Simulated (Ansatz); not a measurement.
According to plane-wave PAW r²SCAN (Ansatz code), InP in the hexagonal phase (P6_222; In on 3d, P on 3c) relaxes to a = 4.139 Å, c = 9.352 Å. Against the elements it lies at -0.19 eV/atom, with no fitted shifts.

The Kohn–Sham gap is 0.41 eV (smallest direct gap 0.41 eV). The valence maximum lies on the Γ–M line, 4 % of the way from Γ and the conduction minimum at Γ. HSE06 on the same cell gives 0.66 eV. Gap from r²SCAN with spin–orbit coupling: 0.40 eV. The electron mass is 0.033, 0.071, 0.071 mₑ (principal values).

An equation-of-state fit gives a bulk modulus of 71.2 GPa. Bader charges are In +0.96, P -0.96 e.

The start of the workflow was typed in or built on a structure type; neither database checked (COD, Materials Project) lists it. It is not the phase usual at ambient conditions (space group No. 216). Symmetry was held in the r²SCAN relaxation; its stability against distortions is not shown here. Point labels and valley counts follow the cell and symmetry of the run, lower than the named group. The references are the lowest solids computed at this level, not always the standard phases. Scalar-relativistic: spin–orbit coupling is off unless named, which matters more the heavier the elements.

Potentials: the earlier of the program's two PAW sets.
